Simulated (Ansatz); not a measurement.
NbSiO:
```xyz
6
Lattice="3.2454 0.0000 0.0000 0.0000 3.2454 0.0000 0.0000 0.0000 6.8803" Properties=species:S:1:pos:R:3 pbc="T T T"
Nb     0.0000     1.6227     4.8182
Nb     1.6227     0.0000     2.0621
Si     0.0000     0.0000     0.0000
Si     1.6227     1.6227     0.0000
O      1.6227     0.0000     4.1987
O      0.0000     1.6227     2.6816
```

Relaxed with PBEsol. Special points in fractions of this cell's reciprocal vectors: Γ (0.000, 0.000, 0.000); X (0.000, 0.500, 0.000); M (0.500, 0.500, 0.000); Z (0.000, 0.000, 0.500); R (0.000, 0.500, 0.500); A (0.500, 0.500, 0.500).

Problem. List the band energies nearest the Fermi level at these points for DFT-PBEsol in the program Ansatz with PAW potentials.

Solution. In eV from the Fermi level; about four levels below and three above (degenerate sets whole), none deeper than 8.9 eV; points with the same levels are listed once.

| k | below | above |
|---|---|---|
| Γ | -3.23 -3.23 -3.12 -2.61 -1.05 | 0.02 0.02 0.52 |
| X | -1.27 -1.27 -0.61 -0.61 | 2.23 2.23 2.37 2.37 |
| M | -4.76 -4.76 -3.13 -3.13 | 1.20 1.20 1.94 1.94 |
| Z | -3.57 -3.28 -3.28 -0.06 | 0.15 0.18 0.18 |
| R | -0.94 -0.94 -0.22 -0.22 | 1.35 1.35 1.90 1.90 |
| A | -3.18 -3.18 -0.04 -0.04 | 1.98 1.98 2.35 2.35 |

Space group P4/nmm. The start of the workflow was typed in or built on a structure type; neither database checked (COD, Materials Project) lists it. Whether it is the stable phase at ambient conditions was not checked. The PBEsol relaxation kept the symmetry of its start; its stability against distortions is not shown here. The workflow began spin-polarised and lost its moments. Scalar-relativistic: spin–orbit coupling is off unless named, which matters more the heavier the elements.

Potentials: the later of the program's two PAW sets.
